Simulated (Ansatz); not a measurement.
Relaxed TiRh (space group P4/mmm):

```
CELL_PARAMETERS angstrom
      2.89432     0.00000     0.00000
      0.00000     2.89432     0.00000
      0.00000     0.00000     6.71248
ATOMIC_POSITIONS crystal
  Ti 0.50000 0.50000 0.25000
  Ti 0.50000 0.50000 0.75000
  Rh 0.00000 0.00000 0.00000
  Rh 0.00000 0.00000 0.50000
```

The atoms are displaced by Q × the pattern below (from a DFPT mode at Z = (0.0, 0.0, 0.5), largest move 1; Q in Å), at fixed cell. It is one choice among 2 degenerate patterns. (q is in reciprocal vectors of the primitive cell; the cell shown is doubled to hold the pattern.)

```
atom      x       y      z
----  -----  ------  -----
Rh3   0.000   1.000  0.000
Rh4   0.000  -1.000  0.000
```

Atoms not listed stay in place.

These are LDA (plane waves to 420 eV, PAW, scalar-relativistic; Ansatz, an electronic-structure program) values and carry that method's errors. k mesh 16×16×7 (Γ-centred), Fermi-Dirac smearing 0.05 eV. Energies are smeared free energies. With partly filled bands, energies and forces of such displacements shift with the k mesh and the smearing. TiRh is run without spin polarisation. TiRh was relaxed with its symmetry unable to fall. The zero of ΔE is the undisplaced structure. The last digit holds for this mesh only.

| Q (Å) | ΔE (meV/cell) |
|---|---|
| -0.180 | 95.1 |
| -0.150 | 63.4 |
| -0.120 | 39.1 |
| -0.090 | withheld |
| -0.060 | 9.2 |
| -0.030 | 2.2 |
| 0.000 | 0.0 |
| 0.030 | 2.2 |
| 0.060 | 9.2 |
| 0.090 | withheld |
| 0.120 | 39.1 |
| 0.150 | 63.4 |
| 0.180 | 95.1 |

Task: Fit an even polynomial form (powers 2, 4) to the given rows and predict ΔE at Q = -0.090.

Result: Least squares on the 11 given rows: ΔE = (2539)·Q² + (12240)·Q⁴, in meV/cell with Q in Å; root-mean-square residual 0.07 meV/cell. At -0.090 the fit gives 21.4 meV/cell; the calculation gives 21.2 meV/cell, so the interpolation is off by 0.2 (+0.9 %). The quadratic term alone would give 20.6 meV/cell.

(For displaced atoms, the force is minus the slope of the energy, and its curvature is a force constant, which sets phonon frequencies.)
